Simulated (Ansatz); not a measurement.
# A run on GaSb with Be replacing Ga

```yaml
crystal:
  lattice:
    - [0.0, 9.177, 9.177]
    - [9.177, 0.0, 9.177]
    - [9.177, 9.177, 0.0]
  atoms:
    - { symbol: Be, position: [0.0, 0.0, 0.0] }
    - { symbol: Ga, position: [0.0, 0.0, 0.3333333333] }
    - { symbol: Ga, position: [0.0, 0.0, 0.6666666667] }
    - { symbol: Ga, position: [0.0, 0.3333333333, 0.0] }
    - { symbol: Ga, position: [0.0, 0.3333333333, 0.3333333333] }
    - { symbol: Ga, position: [0.0, 0.3333333333, 0.6666666667] }
    - { symbol: Ga, position: [0.0, 0.6666666667, 0.0] }
    - { symbol: Ga, position: [0.0, 0.6666666667, 0.3333333333] }
    - { symbol: Ga, position: [0.0, 0.6666666667, 0.6666666667] }
    - { symbol: Ga, position: [0.3333333333, 0.0, 0.0] }
    - { symbol: Ga, position: [0.3333333333, 0.0, 0.3333333333] }
    - { symbol: Ga, position: [0.3333333333, 0.0, 0.6666666667] }
    - { symbol: Ga, position: [0.3333333333, 0.3333333333, 0.0] }
    - { symbol: Ga, position: [0.3333333333, 0.3333333333, 0.3333333333] }
    - { symbol: Ga, position: [0.3333333333, 0.3333333333, 0.6666666667] }
    - { symbol: Ga, position: [0.3333333333, 0.6666666667, 0.0] }
    - { symbol: Ga, position: [0.3333333333, 0.6666666667, 0.3333333333] }
    - { symbol: Ga, position: [0.3333333333, 0.6666666667, 0.6666666667] }
    - { symbol: Ga, position: [0.6666666667, 0.0, 0.0] }
    - { symbol: Ga, position: [0.6666666667, 0.0, 0.3333333333] }
    - { symbol: Ga, position: [0.6666666667, 0.0, 0.6666666667] }
    - { symbol: Ga, position: [0.6666666667, 0.3333333333, 0.0] }
    - { symbol: Ga, position: [0.6666666667, 0.3333333333, 0.3333333333] }
    - { symbol: Ga, position: [0.6666666667, 0.3333333333, 0.6666666667] }
    - { symbol: Ga, position: [0.6666666667, 0.6666666667, 0.0] }
    - { symbol: Ga, position: [0.6666666667, 0.6666666667, 0.3333333333] }
    - { symbol: Ga, position: [0.6666666667, 0.6666666667, 0.6666666667] }
    - { symbol: Sb, position: [0.0833333333, 0.0833333333, 0.0833333333] }
    - { symbol: Sb, position: [0.0833333333, 0.0833333333, 0.4166666667] }
    - { symbol: Sb, position: [0.0833333333, 0.0833333333, 0.75] }
    - { symbol: Sb, position: [0.0833333333, 0.4166666667, 0.0833333333] }
    - { symbol: Sb, position: [0.0833333333, 0.4166666667, 0.4166666667] }
    - { symbol: Sb, position: [0.0833333333, 0.4166666667, 0.75] }
    - { symbol: Sb, position: [0.0833333333, 0.75, 0.0833333333] }
    - { symbol: Sb, position: [0.0833333333, 0.75, 0.4166666667] }
    - { symbol: Sb, position: [0.0833333333, 0.75, 0.75] }
    - { symbol: Sb, position: [0.4166666667, 0.0833333333, 0.0833333333] }
    - { symbol: Sb, position: [0.4166666667, 0.0833333333, 0.4166666667] }
    - { symbol: Sb, position: [0.4166666667, 0.0833333333, 0.75] }
    - { symbol: Sb, position: [0.4166666667, 0.4166666667, 0.0833333333] }
    - { symbol: Sb, position: [0.4166666667, 0.4166666667, 0.4166666667] }
    - { symbol: Sb, position: [0.4166666667, 0.4166666667, 0.75] }
    - { symbol: Sb, position: [0.4166666667, 0.75, 0.0833333333] }
    - { symbol: Sb, position: [0.4166666667, 0.75, 0.4166666667] }
    - { symbol: Sb, position: [0.4166666667, 0.75, 0.75] }
    - { symbol: Sb, position: [0.75, 0.0833333333, 0.0833333333] }
    - { symbol: Sb, position: [0.75, 0.0833333333, 0.4166666667] }
    - { symbol: Sb, position: [0.75, 0.0833333333, 0.75] }
    - { symbol: Sb, position: [0.75, 0.4166666667, 0.0833333333] }
    - { symbol: Sb, position: [0.75, 0.4166666667, 0.4166666667] }
    - { symbol: Sb, position: [0.75, 0.4166666667, 0.75] }
    - { symbol: Sb, position: [0.75, 0.75, 0.0833333333] }
    - { symbol: Sb, position: [0.75, 0.75, 0.4166666667] }
    - { symbol: Sb, position: [0.75, 0.75, 0.75] }
total_charge: -1
kpoints:
  mp_grid: { grid: [2, 2, 2] }
scf:
  occupations: { method: fermi_dirac, width: 0.01 }
  max_iter: 80
hamiltonian:
  xc: lda+u
  pseudopotentials: { kind: paw }
output:
  forces: true
  stress: true
  populations: true
  efg:
    quadrupole_moments_barn: { Be: 0.05288, Ga: 0.107, Sb: -0.543 }
    contact_densities: true
```

```sh
ansatz run input.yaml --threads 4 --pin off --max-ram 8192MiB --backend cpu --events-out ev --progress --plain --runs-dir out
```

(1) Does this calculation finish, and if not, why?

Answers

(1) The program refused the input. The input holds an unknown functional. The program says:

```
Error: YAML parse error: error: line 68 column 7: hamiltonian.xc: unknown variant `lda+u`, expected one of `lda`, `lda-pw`, `pw92`, `pbe`, `pbesol`, `rpbe`, `revpbe`, `blyp`, `pbe0`, `revpbe0`, `b3lyp`, `b3lyp5`, `hse06`, `wpbeh`, `hiss`, `lc_wpbe`, `cam_b3lyp`, `hf`, `r2scan`, `r2scanh`, `r2scan0`, `r2scan50`, `mr2scan`
  --> <input>:68:7
   |
66 |   max_iter: 80
67 | hamiltonian:
68 |   xc: lda+u
   |       ^ hamiltonian.xc: unknown variant `lda+u`, expected one of `lda`, `lda-pw`, `pw92`, `pbe`, `pbesol`, `rpbe`, `revpbe`, `blyp`, `pbe0`, `revpbe0`, `b3lyp`, `b3lyp5`, `hse06`, `wpbeh`, `hiss`, `lc_wpbe`, `cam_b3lyp`, `hf`, `r2scan`, `r2scanh`, `r2scan0`, `r2scan50`, `mr2scan`
69 |   pseudopotentials: { kind: paw }
70 | output:
   |
```

Against a sound input the change was `hamiltonian.xc`: pbe → lda+u; `scf.max_iter`: not typed → 80.

With the sound settings the run converges and gives V_zz (10²¹ V/m²) Ga2 -1.12 (η 0.34), Ga5 0.25 (η 0.00), Ga9 0.24 (η 0.00), Ga15 -0.12 (η 0.98), Sb28 -13.33 (η 0.00), Sb29 -2.37 (η 0.61), among others; a site carries the number of its first atom in the input. The run isn't spin-polarised, and a state with spin may lie lower. The defect repeats with the cell of 54 atoms, so it feels its images: sites between two images don't show the values beside a lone defect, and zeros or small values of η there can come from the images' arrangement. A uniform background compensates the cell's charge. The defect cell has no gap above 0.1 eV on its mesh, so the values can hang on the smearing and the k-mesh. Without spin–orbit coupling (the program notes it for Sb) the gradients can shift somewhat, as the gap is small. With these PAW files V_zz is typically within 2 to 3 % of all-electron values, but misses above 10 % occur on Sb. The neighbours have not yet relaxed around the defect (largest force 1.1 eV/Å), so a real crystal will differ.
